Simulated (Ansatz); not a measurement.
**SiO$_{2}$: computed property card**

SiO2:
```
SiO2
1.0
    0.00000     4.38140    -2.47884
    0.00000     4.38140     2.47884
    8.25280     0.00000     0.00000
Si O
4 8
Direct
  0.33996   0.33099   0.93736
  0.66901   0.66004   0.06264
  0.33996   0.33099   0.56264
  0.66901   0.66004   0.43736
  0.60366   0.39634   0.00000
  0.60366   0.39634   0.50000
  0.46436   0.96792   0.54309
  0.03208   0.53564   0.45691
  0.46436   0.96792   0.95691
  0.03208   0.53564   0.04309
  0.57511   0.73919   0.25000
  0.26081   0.42489   0.75000
```

Space group Ama2 (No. 40); conventional cell a = 8.253 Å, b = 8.763 Å, c = 4.958 Å, α = 90.00°, β = 90.00°, γ = 90.00°.

Method: LDA in the plane-wave PAW code Ansatz. The cell and atoms are relaxed at this level. Other levels are named where they apply.

Cell and energy:

- Volume per atom: 14.94 Å³
- Density: 2.23 g/cm³
- Formation energy from the elements (no fitted shifts): -2.92 eV/atom

Electronic structure:

- Band gap = 5.63 eV (direct)
- Valence-band maximum = at Γ
- Conduction-band minimum = at Γ
- Electron effective mass = 0.56 mₑ (isotropic)
- Hole effective mass = 3.1, 5.2, 6.6 mₑ (principal values)

Mechanics:

* **Bulk modulus (Birch–Murnaghan fit)**: 21.4 GPa
* **Pressure derivative B′**: 3.1
* **Elastic constants (relaxed ions, GPa)**: C11 = 79.1, C22 = 66.7, C33 = 62.2, C12 = 27.5, C13 = -16.5, C23 = -10.7, C44 = 22.0, C55 = 24.5, C66 = 35.2
* **Mechanical stability**: stable (all eigenvalues of C positive)
* **Hill bulk and shear moduli**: 22.1 and 28.7 GPa
* **Young's modulus**: 60.1 GPa
* **Poisson's ratio**: 0.05
* **Debye temperature from the elastic constants**: 473 K
* **Piezoelectric stress constants (proper, relaxed ions, C/m²)**: e15 = 0.08, e24 = -0.13, e31 = 0.02, e32 = -0.07

Dielectric response:

* **Electronic dielectric constant ε∞ (DFPT)**: 2.23 (xx), 2.23 (yy), 2.22 (zz)
* **Static dielectric constant ε0 (ions relaxed, cell fixed)**: 3.96 (xx), 3.97 (yy), 3.83 (zz)
* **Born charges (a third of the trace)**: Si +3.33, O -1.67 to -1.66 e

Phonons:

- Highest zone-centre frequency (without LO–TO term) = 1206 cm^-1
- Zone-centre stability = no imaginary mode at Γ
- Dynamical stability on the path = stable (no imaginary branch)
- Zero-point energy = 103.9 meV/atom
- Vibrational entropy at 300 K = 14.8 J/(K·mol of atoms)

The first step of the workflow began from a Materials Project structure, measured or hypothetical; the Crystallography Open Database copy checked does not list it. It is not the phase usual at ambient conditions (space group No. 92, 152, 154). Symmetry was held in the LDA relaxation. Signs of piezoelectric constants follow the polarity of the cell as given. The references are the lowest solids computed at this level, not always the standard phases (solids in place of the gases).

Potentials: the later of the program's two PAW sets.
